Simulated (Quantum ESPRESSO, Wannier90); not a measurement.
**Wannierisation of YSi2 (P6/mmm)**

```
begin unit_cell_cart
ang
    4.0754900550    0.0000000000    0.0000000000
   -2.0377450275    3.5294779205    0.0000000000
    0.0000000000    0.0000000000    3.9901300000
end unit_cell_cart
begin atoms_frac
Y    0.0000000000  0.0000000000  0.0000000000
Si   0.3333333333 -0.3333333333  0.5000000000
Si  -0.3333333333  0.3333333333  0.5000000000
end atoms_frac
```

Cell from Materials Project (mp-2568), symmetrised, no further relaxation. COD (Crystallography Open Database) has an entry of this formula and space group (matched by these alone). Computed values, not measurements, from PBEsol: Quantum ESPRESSO (norm-conserving PseudoDojo potentials, cutoff 58 Ry, spinors with spin-orbit coupling) on a Γ-centred 6×6×6 mesh, then Wannier90. Density: 12×12×8 mesh, cold smearing 0.01 Ry.

A tight-binding model is made by disentanglement and projection with no localisation steps (num_iter = 0), so the 34 orbitals stay atom-like: hydrogen-like Y: s;p;d; Si: s;p, axes along x, y, z; frozen window up to 3.00 eV relative to the Fermi level. It follows pw.x to 18 meV rms for states up to 1.0 eV relative to the Fermi level. Matrix elements depend on this choice of orbitals and windows.

Problem. What are the on-site energies relative to the Fermi level, and how fast do the hoppings decay?

Solution. 
```
atom                   orbitals  energy (eV)
----  -------------------------  -----------
Y1                        s↑ s↓         3.26
Y1                      pz↑ pz↓         7.34
Y1              px↑ px↓ py↑ py↓         7.20
Y1                    dz2↑ dz2↓         2.57
Y1          dxz↑ dxz↓ dyz↑ dyz↓         2.98
Y1    dx2-y2↑ dx2-y2↓ dxy↑ dxy↓         2.86
Si2                       s↑ s↓        -4.87
Si2                     pz↑ pz↓         1.67
Si2             px↑ px↓ py↑ py↓         1.86
Si3                       s↑ s↓        -4.87
Si3                     pz↑ pz↓         1.67
Si3             px↑ px↓ py↑ py↓         1.86
```

```tsv
distance of the centres (Å)	largest modulus (eV)
2–3	3.2
3–4	1.2
4–5	0.85
5–6	0.45
6–7	0.25
7–8	0.29
8–9	0.056
9–10	0.079
```
